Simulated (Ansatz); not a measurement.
Values for one crystal, relaxed and computed with r²SCAN (plane waves, PAW; program Ansatz); other levels are named.

| Item | Value |
|---|---|
| Volume per atom | 12.42 Å³ |
| Band gap | 5.81 eV (indirect) |
| Conduction-band minimum | at Γ |
| Valence-band maximum | at X (k = 0.500, 0.500, 0.500) |
| Smallest direct gap on the standard path | 6.28 eV |
| Formation energy from the elements (no fitted shifts) | -1265 meV/atom |

Pick the material that matches.
(A) SnO2, rutile
(B) GaN, wurtzite
(C) GaP, zinc blende
(D) PNO, I2_12_12_1 (P on 4c, N on 4a, O on 4b)

D, PNO, I2_12_12_1 (P on 4c, N on 4a, O on 4b)

The first step of the workflow began from a Materials Project structure, measured or hypothetical; the Crystallography Open Database copy checked does not list it. Whether it is the stable phase at ambient conditions was not checked. The cell was relaxed with r²SCAN under the symmetry of its start; its stability against distortions is not shown here. The references are the lowest solids computed at this level, not always the standard phases (solids in place of the gases).

Potentials: the later of the program's two PAW sets.
